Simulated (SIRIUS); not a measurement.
Consider a self-consistent single point of Ge (P6_3/mmc, 8 atoms in the cell; from Materials Project mp-1007760, changed as shown).

```xyz
8
Lattice="3.9176 0.0000 0.0000 0.0000 6.7855 0.0000 0.0000 0.0000 6.4674" Properties=species:S:1:pos:R:3 pbc="T T T"
Ge     1.9588     1.1309     0.4068
Ge     0.0000     2.2618     6.0606
Ge     0.0000     2.2618     3.6405
Ge     1.9588     1.1309     2.8269
Ge     0.0000     4.5237     0.4068
Ge     1.9588     5.6546     6.0606
Ge     1.9588     5.6546     3.6405
Ge     0.0000     4.5237     2.8269
```

All values come from this method and carry its errors: PBEsol, PseudoDojo 0.4 standard norm-conserving PBEsol (tails mended) pseudopotentials (plane waves; SIRIUS).

SIRIUS settings:

```
key                                                                                                              value
--------------------------------------  ------------------------------------------------------------------------------
parameters.ngridk                                                                                                6 4 4
parameters.xc_functionals                                                         [XC_GGA_X_PBE_SOL, XC_GGA_C_PBE_SOL]
parameters.gk_cutoff                                                                                      8.832 1/bohr
parameters.pw_cutoff                                                                                     17.664 1/bohr
parameters.smearing                                                                                        fermi_dirac
parameters.smearing_width                                                                                0.00499791 Ha
potentials                              PseudoDojo 0.4 standard norm-conserving PBEsol (tails mended) pseudopotentials
parameters.electronic_structure_method                                                                 pseudopotential
parameters.num_bands                                                                                                67
parameters.num_mag_dims                                                                                              0
parameters.num_dft_iter                                                                                            100
parameters.energy_tol                                                                                         1e-07 Ha
parameters.density_tol                                                                                           1e-06
mixer.type                                                                                                    broyden2
mixer.beta                                                                                                         0.3
mixer.use_hartree                                                                                                 true
```

Results:

* **Number of valence electrons**: 112
* **Number of bands**: 67
* **Number of k-points after the program's reduction**: 36
* **Number of plane waves (most at a k-point)**: 13544
* **Number of SCF iterations**: 16
* **FFT grid**: 45 × 75 × 72
* **Free energy E − TS**: -19418.1266 eV
* **Fermi level (on the code's own zero)**: 10.27 eV
* **Pressure**: 4.63 GPa
* **Largest force (vector length)**: 0.033 eV/Å

Forces (eV/Å):
```
atom     Fx      Fy      Fz
----  -----  ------  ------
Ge1   0.000   0.001   0.033
Ge2   0.000  -0.001  -0.033
Ge3   0.000  -0.001   0.033
Ge4   0.000   0.001  -0.033
Ge5   0.000   0.001   0.033
Ge6   0.000  -0.001  -0.033
Ge7   0.000  -0.001   0.033
Ge8   0.000   0.001  -0.033
```

Stress (GPa, positive for compression):
```
4.95  0.00  0.00
0.00  4.60  0.00
0.00  0.00  4.35
```

For comparison: a first run was changed to give this one (lattice scaled by 0.98), and from it to this one the free energy goes up by 18.4 meV/atom, the pressure goes from 0.00 to 4.63 GPa and the largest force goes from 0.007 to 0.033 eV/Å.

The structure comes from a collection of computed structures, made at another level of theory; the collection holds predicted forms beside known ones. No clean gap shows at this smearing width and mesh (spacing up to 0.27 Å⁻¹); the mesh is coarse for partly filled bands, so the values carry mesh errors. Semi-local functionals can close small gaps.

Cost on one core: around 8 core-minutes (rough).

“Tails mended”: in these copies of the files the far tail of each local potential was reset to the Coulomb form.
